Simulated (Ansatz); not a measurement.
Computed with DFT PBE, scalar-relativistic, plane waves, PAW in Ansatz 0.2.0. Settings: cutoff 420 eV, Γ-centred meshes spaced at most about 0.3 Å⁻¹, and about 0.25 Å⁻¹ or finer for metals (2π included), Gaussian smearing. No spin polarisation in the final relaxations.

All energies are static (0 K, no zero-point motion).

Two relaxed structures of SiAs4:

A.

```
Si As
1.0
    -2.99007    2.99007    2.99007
     2.99007   -2.99007    2.99007
     2.99007    2.99007   -2.99007
Si As
1 4
Cartesian
  0.0000 0.0000 0.0000
  1.4950 1.4950 -1.4950
  -1.4950 1.4950 1.4950
  1.4950 1.4950 1.4950
  1.4950 -1.4950 1.4950
```

B.

```
Si As
1.0
    -1.78011    2.81071    5.14317
     1.78011   -2.81071    5.14317
     1.78011    2.81071   -5.14317
Si As
1 4
Direct
  0.00000 0.00000 0.00000
  0.10189 0.34516 0.75672
  0.89811 0.65484 0.24328
  0.41156 0.65484 0.75672
  0.58844 0.34516 0.24328
```

Question: Which form is favoured at zero pressure, and by what margin per atom?

Answer: B is lower, by 147 meV/atom. A has space group Im-3m (No. 229), 21.4 Å³/atom and no gap on its mesh; B has space group Immm (No. 71), 20.6 Å³/atom and no gap. Counting As atoms around Si (those within 1.25 times the shortest such distance or 1.15 times the sum of covalent radii, 1.27 where that leaves under three; the shortest distance is added where it exceeds 1.18 times the sum of covalent radii), A has Si 8 and B has Si 8 from 2.8 Å. The denser one is the lower, and pressure would at first widen the difference. Even the lower one lies +0.31 eV/atom against the reference forms of the elements (uncorrected), so neither is stable at this level. Both come from invented guesses. A third cell relaxed alike, in P-3m1, lies 92 meV/atom below the lower of the two.

Cells relaxed within their symmetry can be saddle points.
